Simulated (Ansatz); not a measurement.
A geometry of Be away from equilibrium: the start of the relaxation of a relaxed Be cell displaced along its unstable phonon at q = (½, ½, 0) of its primitive reciprocal cell (218i cm⁻¹), largest move 0.15 Å. Computed with r2SCAN (plane waves to 500 eV, PAW, scalar-relativistic; Ansatz, a program for electronic structure). Γ-centred k-mesh 17×17×17 on the run's cell (coarser than for final values), Fermi–Dirac smearing 0.05 eV.

```xyz
4
Lattice="0.0000 3.6245 8.5946 1.1406 1.8122 8.5946 1.1406 1.8122 0.0000" Properties=species:S:1:pos:R:3:forces:R:3 pbc="T T T" free_energy=-372.006 pressure_GPa=-0.3
Be     1.2906     5.4367     9.8176    0.2032    0.0000   -0.1156
Be     0.9906     3.6245     5.5203   -0.2032    0.0000   -0.1156
Be     0.9906     5.4367    15.9662   -0.2032    0.0000    0.1156
Be     1.2906     3.6245    11.6689    0.2032    0.0000    0.1156
```

Positions in Å, forces in eV/Å, free energy of the cell in eV (comparable only within this code, potentials and settings). Largest force: 0.23 eV/Å, on Be1, Be2, Be3, Be4 (atoms numbered as listed); the geometry lies 0.24 eV/atom above the end of its relaxation.

No spin polarisation in the result.

The run could not lose the symmetry of its start, so the end can be a saddle point.

The end of the path is a generated cell of Be: the first start was made by placing the elements on the sites of a structure type, and the end was not matched to a known phase here, so it may be hypothetical. Known forms of Be include space group No. 194.
